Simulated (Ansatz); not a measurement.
SiOs:
```yaml
crystal:
  lattice:
    - [4.75781, 0.00000, 0.00000]
    - [0.00000, 4.75781, 0.00000]
    - [0.00000, 0.00000, 4.75781]
  atoms:
    - { symbol: Si, position: [0.16446, 0.33554, 0.66446] }
    - { symbol: Si, position: [0.33554, 0.66446, 0.16446] }
    - { symbol: Si, position: [0.66446, 0.16446, 0.33554] }
    - { symbol: Si, position: [0.83554, 0.83554, 0.83554] }
    - { symbol: Os, position: [0.87641, 0.62359, 0.37641] }
    - { symbol: Os, position: [0.62359, 0.37641, 0.87641] }
    - { symbol: Os, position: [0.37641, 0.87641, 0.62359] }
    - { symbol: Os, position: [0.12359, 0.12359, 0.12359] }
```

r²SCAN (plane waves, PAW; program Ansatz) gives a gap of 0.61 eV without spin–orbit coupling, maximum on the Γ–X line, 57 % of the way from Γ, minimum off the standard path, at k = (0.000, -0.052, 0.396) in fractions of the reciprocal vectors.

Question: What happens when spin–orbit coupling is switched on?

Answer: The gap drops by 0.32 eV, to 0.29 eV; maximum on the Γ–X line, 56 % of the way from Γ, minimum on the Γ–X line, 81 % of the way from Γ.

Question: Give the Z2 indices of the occupied bands with spin–orbit coupling.

Answer: 0;(000).

Space group P2_13. The workflow started from a Materials Project entry (that database holds measured and hypothetical structures alike); the Crystallography Open Database files this formula in space group No. 198, but the cells were not matched. Whether it is the stable phase at ambient conditions was not checked. Symmetry was held in the r²SCAN relaxation; its stability against distortions is not shown here. The run is not spin-polarised.

Potentials: the later of the program's two PAW sets.
